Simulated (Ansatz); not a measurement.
AlNi3 (Cu3Au type)

```xyz
4
Lattice="3.5668 0.0000 0.0000 0.0000 3.5668 0.0000 0.0000 0.0000 3.5668" Properties=species:S:1:pos:R:3 pbc="T T T"
Al     0.0000     0.0000     0.0000
Ni     0.0000     1.7834     1.7834
Ni     1.7834     0.0000     1.7834
Ni     1.7834     1.7834     0.0000
```

The slice is a {110} plane (indices of the conventional cell) through the point (0.000, 0.000, 0.000) (fractional), spanned by u = [100] and v = [011] in vectors of this cell: u (3.57 Å) and v (5.04 Å, at 90° to u). It covers one period; positions are fractions (u, v).

Method: PBE (plane waves to 420 eV, PAW, scalar-relativistic; Ansatz, a program for electronic structure). k mesh 13×13×13. Near the nuclei the fields are pseudised (PAW); where an atom keeps semicore shells as valence, they peak there. AlNi3 was relaxed with its symmetry unable to fall. Relaxed AlNi3 ends ferromagnetic. Other magnetic orders were not checked, so this need not be the ground state.

Question: What is the valence density on the shortest Al–Ni line in this plane (2.52 Å), at its midpoint?

Answer: 0.29 e/Å³.

Question: What is the ELF at the midpoint of the shortest Al–Ni line in this plane (2.52 Å)?

Answer: 0.38.

Question: Sketch the ELF of the down spins on this plane as a map.

Answer: 
```
|xxx168754457861xx|
|xx04887544578840x|
|01589865445689851|
|77999865445689997|
|99998765555678999|
|66777755445577776|
|33356655445566533|
|32224554444554222|
|54212454444542124|
|xx42124444442124x|
|xxx422333333224xx|
|xxx521233332125xx|
|xxx422333333224xx|
|xx42124444442124x|
|54212454444542124|
|32224554444554222|
|33356655445566533|
|66777755445577776|
|99998765555678999|
|77999865445689997|
|01589865445689851|
|xx04887544578840x|
|xxx168754457861xx|
|xxx057754457750xx|
```
Scale: ten equal steps from 0.08 (start of '0') to 0.53 (end of '9'), in the order '0123456789'. Values: ELF of the down spins. The map has 17 points along u (one character each, u = 0 at the left) and 24 along v (v = 0 in the bottom row). Points within 0.5 Å of a nucleus are blanked (x), as the pseudised field means little there.
